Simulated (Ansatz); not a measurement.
The cell below belongs to a search over invented structures; it isn't taken from experiment.

Input and command of a plane-wave DFT calculation in Ansatz:

```yaml
crystal:
  lattice:
    - [6.17895286, 0.0, 0.0]
    - [0.0, 6.17895286, 0.0]
    - [0.0, 0.0, 5.5709892]
  atoms:
    - { symbol: Gd, position: [0.23327132, 0.5, 0.5], spin: 7.0 }
    - { symbol: Gd, position: [0.76672868, 0.5, 0.5], spin: 7.0 }
    - { symbol: Gd, position: [0.5, 0.23327132, 0.5], spin: 7.0 }
    - { symbol: Gd, position: [0.5, 0.76672868, 0.5], spin: 7.0 }
    - { symbol: Gd, position: [0.0, 0.0, 0.0], spin: 7.0 }
    - { symbol: Gd, position: [0.0, 0.0, 0.5], spin: 7.0 }
    - { symbol: "N", position: [0.5, 0.5, 0.5] }
basis:
  ecutwfc: 420
kpoints:
  mp_grid: { grid: [3, 3, 3] }
hamiltonian:
  xc: pbe
scf:
  occupations: { method: gaussian, width: 0.2 }
  lower_state_search: "off"
output:
  forces: true
  stress: true
  eigenvalues: true
  populations: true
magnetization:
  spin_polarized: true
relax:
  adjacent_minimum: "off"
  f_tol: 0.08
  max_steps: 16
  cell: { stress_tol: 0.8 }
```

```bash
ansatz run input.yaml --threads 1 --pin off --max-ram 2560MiB --backend cpu --events-out ev --progress --plain --runs-dir out
```

Processor: Intel(R) Xeon(R) Platinum 8259CL CPU @ 2.50GHz (Skylake/Cascade Lake), 1 thread, on a host shared with other jobs.

Question: Estimate time, memory and problem size.

Answer: About 5.6 min, peak memory 0.78 GiB. It solves 93 bands at 6 k points (after reduction by symmetry) with about 5699 plane waves (on the last cell), in 156 SCF iterations over 9 ionic steps.
